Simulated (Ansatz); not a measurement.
# Convergence of ZrTi2 with the plane-wave cutoff

Method: DFT PBEsol, scalar-relativistic, plane waves, PAW (Ansatz 0.2.0).

```
CELL_PARAMETERS angstrom
4.79735 -0.01797 0.03934
-2.41424 4.18909 -0.06707
0.02501 -0.03480 2.99805
ATOMIC_POSITIONS crystal
Zr 0.97211 0.99567 0.00677
Ti 0.65372 0.31339 0.49195
Ti 0.35466 0.67491 0.50962
```

```
Γ-centred k-mesh               : 8×8×10
occupation rule                : Gaussian smearing, 0.1 eV
spin treatment                 : unpolarised
valence charge of the PAW sets : Zr 12, Ti 12
```

The atoms are held and the plane-wave cutoff is swept. Energies are extrapolated to zero smearing and count from the reference run, 600 eV. The cell was strained and its atoms displaced at random, so that forces don't vanish. Pressure is positive in compression and holds a correction for the finite cutoff (Pulay stress).

(1) One run gave ΔE = 739 meV/atom and P = -6.80 GPa. Which plane-wave cutoff did it use, of 200, 250, 300, 350, 420?

Results:

(1) 250 eV. All runs:

```csv
cutoff (eV),ΔE (meV/atom),P (GPa),largest change of a force component (eV/Å),plane waves at Γ
200,3970,-5.44,0.420,391
250,739,-6.80,0.057,529
300,96.2,-6.18,0.015,703
350,7.53,-6.23,0.002,915
420,0.60,-6.24,0.000,1153
600,0.00,-6.25,0.000,2005
```